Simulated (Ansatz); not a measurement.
A generator proposed this cell of Zn5Se2S3.

```xyz
10
Lattice="-1.9214 1.9214 13.5863 1.9214 -1.9214 13.5863 1.9214 1.9214 -13.5863" Properties=species:S:1:pos:R:3 pbc="T T T"
Zn    0.0000    0.0000   19.0209
Zn    0.0000    0.0000    8.1518
Zn    0.0000    0.0000   24.4554
Zn    0.0000    0.0000   13.5863
Zn    0.0000    0.0000    2.7173
Se    1.9214    0.0000   12.2277
Se    1.9214    0.0000    1.3586
S     1.9214    0.0000    6.7932
S     0.0000    1.9214    9.5104
S     0.0000    1.9214    4.0759
```

All numbers below come from Ansatz 0.2.0, DFT PBE, scalar-relativistic, plane waves, PAW. Plane waves to 420 eV, a k mesh through Γ of 6×6×6 on the computed 10-atom cell and Gaussian smearing (0.10 eV); no spin polarisation.

Energies over the elements count from the elements' standard structures at the same level, with no fitted energy shifts.

Question: What does a single point on this coarse mesh give?

Answer: The pressure is 5.4 GPa (the mean over three directions, positive in compression), the largest force is 0.88 eV/Å, and the energy is −0.73 eV/atom against the elements. The shortest distance is 2.35 Å.

Question: How much does it gain on relaxing, and where does it end?

Answer: Relaxing gains about 0.04 eV/atom in 8 ionic steps and ends at −0.771 eV/atom on the finer mesh. The symmetry stays I-4m2 (No. 119). The volume per atom grows by 7.0 %, from 20.1 to 21.5 Å³. The shortest distance goes from 2.35 Å (Zn–S and Zn–Se) to 2.37 Å (Zn–S). Conventional cell: a = 3.932 Å, c = 27.775 Å. Zn on a site of symmetry 2mm has 4 S at 2.37 Å; around Se lie 4 Zn at 2.46 Å; S on a site of symmetry -4m2 is surrounded by 4 Zn at 2.37 Å; 3 more sites not described.

The last run used a 10×10×10 mesh for its 10-atom cell and Gaussian smearing of 0.02 eV. The reference forms of S and Se are held partly by dispersion forces, which this level lacks. The relaxation can't lower the symmetry of the start. A later test with randomly moved atoms came back to the same energy, though modes that don't fit the test's cell weren't probed.
